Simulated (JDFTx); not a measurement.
Hf(1 0 -1 1) slab cut from bulk Hf (space group P6_3/mmc, indices of the conventional cell, lattice of the Materials Project entry mp-103, not re-optimised): 8 atoms in 8 planes, a 1x1 cell of 18.37 Å² (|a| = 3.192, |b| = 5.970 Å), 7.5 Å between the outermost planes, cell height 23.7 Å, 8×8×1 k mesh, Fermi smearing 0.01 Ha, no spin polarisation.

Level of theory: PBE, GBRV ultrasoft potentials, plane waves to 20/100 Ha; code: a modified build of JDFTx. Liquid: CANDLE, water, 1 M NaF. The neutral cell holds 96 valence electrons and has two faces of 18.365 Å² each. Last filling lines of the neutral and of a charged run (μ in hartree, zero in the bulk liquid):

```
FillingsUpdate:  mu: -0.131943960  nElectrons: 96.000000
FillingsUpdate:  mu: -0.142955000  nElectrons: 95.676952
```

Working it through: both potentials, by the convention U = −μ/e − 4.44 V vs SHE, the surface charge density and the mean capacitance.

U_pzc = 0.13194 × 27.2114 − 4.44 = -0.85 V; U = 0.14295 × 27.2114 − 4.44 = -0.55 V. The cell has -0.3230 excess electrons, a net charge of 0.3230 e, shared by two faces: σ = 0.3230 e / (2 × 18.365 Å²) = 0.00879 e/Å² = 14.1 μC/cm² (1 e/Å² = 1602.18 μC/cm²). C = σ/(U − U_pzc) = 14.1/0.30 ≈ 47 μF/cm².
